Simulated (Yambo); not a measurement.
```
CELL_PARAMETERS angstrom
      0.00000     2.36478     2.36478
      2.36478     0.00000     2.36478
      2.36478     2.36478     0.00000
ATOMIC_POSITIONS crystal
  O  0.50000 0.50000 0.50000
  Ca 0.00000 0.00000 0.00000
```

Response from Yambo on PBEsol (pw.x of Quantum ESPRESSO, ONCV potentials, scalar-relativistic) bands: 18×18×18 mesh, 23 bands, 4 Ry local-field block, 0.2 eV broadening.

Q: Give the static electronic dielectric constant without and with local fields.

A: 
```csv
field along,"ε(0), independent particles","ε(0), RPA with local fields",refractive index √ε
x,4.00,3.68,1.92
```
Electronic (clamped-ion) response only. PBEsol gaps are usually too small, which raises these values. Convergence of the RPA response with its 18×18×18 mesh was not tested.

Geometry strained from the cell relaxed with PBEsol, atoms relaxed again.
